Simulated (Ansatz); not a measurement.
The start is a relaxed Be cell, doubled along one cell vector, shaken by Gaussian noise of σ = 0.08 Å a coordinate. The structure is fully relaxed (lattice and positions, P = 0) with r2SCAN (plane waves to 500 eV, PAW, scalar-relativistic; Ansatz, an electronic-structure program). The first steps use a coarse 11×11×8 k-mesh.

Starting cell:
```
Be
1.0
    3.56864     0.00000     0.00000
   -1.78432     3.09054     0.00000
    0.00000     0.00000     4.39421
Be
6
Direct
  0.02504   0.02873   0.01522
  0.97156   0.00079   0.46974
  0.34758   0.69453   0.26071
  0.32562   0.67030   0.71521
  0.68523   0.32117   0.24749
  0.70071   0.37429   0.78520
```

**Question.** What pressure does the first self-consistent step give?

**Answer.** +3.2 GPa (positive: the cell is compressed).

**Question.** By how much does the energy per atom fall from start to end?

**Answer.** 0.18 eV/atom.

**Question.** How does the volume per atom move from start to end?

**Answer.** -3.3 %, from 8.08 to 7.81 Å³/atom.

**Question.** Does it find its way back to the structure it was made from?

**Answer.** It does not go back: it reaches Im-3m (No. 229), bcc (W type), 0.09 eV/atom below the parent.

**Question.** How do the shortest distances between atoms change?

**Answer.** The closest pairs of elements (up to four, under 3.6 Å), start → end: Be–Be 1.94 → 2.16 Å.

**Question.** What band gap does the relaxed structure have at this level?

**Answer.** No gap (metallic).

**Question.** What does it relax into? Give the structure.

**Answer.** 
Space group Im-3m (No. 229); a = b = c = 2.4996 Å, α = β = γ = 90.00°

```
atom  site  symmetry       x       y       z
----  ----  --------  ------  ------  ------
Be      2a      m-3m  0.0000  0.0000  0.0000
```
(The calculation used a cell of 1 atom; values per cell refer to that cell.)

Final values are on a 26×26×26 k-mesh of the relaxed cell. No spin polarisation in the result.

The relaxed structure here is a generated cell of Be: the first start was made by placing the elements on the sites of a structure type, and the end was not matched to a known phase here, so it may be hypothetical. Known forms of Be include space group No. 194.
